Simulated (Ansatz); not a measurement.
TaTe (rock salt, Fm-3m) under volume change, the program Ansatz at the PBEsol level (PAW), scaled uniformly.

```tsv
V (Å³/atom)	E − E(relaxed) (meV/atom)	P (GPa)
20.212	78.5	13.77
20.879	32.8	8.35
21.545	7.7	3.83
22.211	0.0	0.00
22.878	7.0	-3.27
23.544	26.5	-6.05
24.210	56.7	-8.42
```

Problem. What does a third-order Birch–Murnaghan fit give for V₀, B₀ and B′?

Solution. V₀ = 22.21 Å³/atom, B₀ = 118 GPa, B′ = 4.5.

The start of the workflow was typed in or built on a structure type; neither database checked (COD, Materials Project) lists it. Whether it is the stable phase at ambient conditions was not checked. The cell was relaxed with PBEsol under the symmetry of its start. At this level the phase is mechanically unstable. The run is not spin-polarised. Its formation energy is positive at this level, so the cell may be metastable or incomplete. Spin–orbit coupling is left out wherever it is not named.

Potentials: the later of the program's two PAW sets.
